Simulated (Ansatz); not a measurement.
Starting cell, Zr (hcp, Mg type):

```
CELL_PARAMETERS angstrom
      3.18422     0.00000     0.00000
     -1.59211     2.75761     0.00000
      0.00000     0.00000     5.11671
ATOMIC_POSITIONS crystal
  Zr 0.33333 0.66667 0.75000
  Zr 0.66667 0.33333 0.25000
```

Scan: atom 1 (Zr, nearest neighbour Zr at 3.150 Å; its periodic images, 3.2 Å or more away, move with it) is displaced towards the nearest neighbour, direction (0.505, -0.292, -0.812) in Cartesian axes, by s. The other atoms stay.

Method: PBEsol (plane waves to 420 eV, PAW, scalar-relativistic; Ansatz, a quantum-chemistry and plane-wave program). k mesh 14×14×8 (Γ-centred), Fermi-Dirac smearing 0.05 eV. The energy includes the smearing's −TS. Left out: 1 of 11 points, with atoms too close for the PAW data. With partly filled bands, energies and forces of such displacements shift with the k mesh and the smearing. Zr is run without spin polarisation. Zr was relaxed with its symmetry unable to fall. The zero of ΔE is the undisplaced structure. The last digit holds for this mesh only.

| s (Å) | ΔE (meV/cell) |
|---|---|
| -0.630 | 829.1 |
| -0.504 | 504.5 |
| -0.378 | 269.3 |
| -0.252 | 112.3 |
| -0.126 | 25.7 |
| 0.000 | 0.0 |
| 0.126 | 25.7 |
| 0.252 | withheld |
| 0.378 | 269.4 |
| 0.504 | 506.7 |

Question: Fit a polynomial form (powers 2, 3, 4) to the given rows and predict ΔE at s = 0.252.

Answer: Least squares on the 9 given rows: ΔE = (1769)·s² + (17.41)·s³ + (843.0)·s⁴, in meV/cell with s in Å; root-mean-square residual 2.04 meV/cell. At 0.252 the fit gives 116.0 meV/cell; the calculation gives 112.1 meV/cell, so the interpolation is off by 3.9 (+3.5 %). The quadratic term alone would give 112.3 meV/cell.

(A displaced cell: forces are minus the slopes of the energy, force constants its curvatures, and phonons follow from these.)
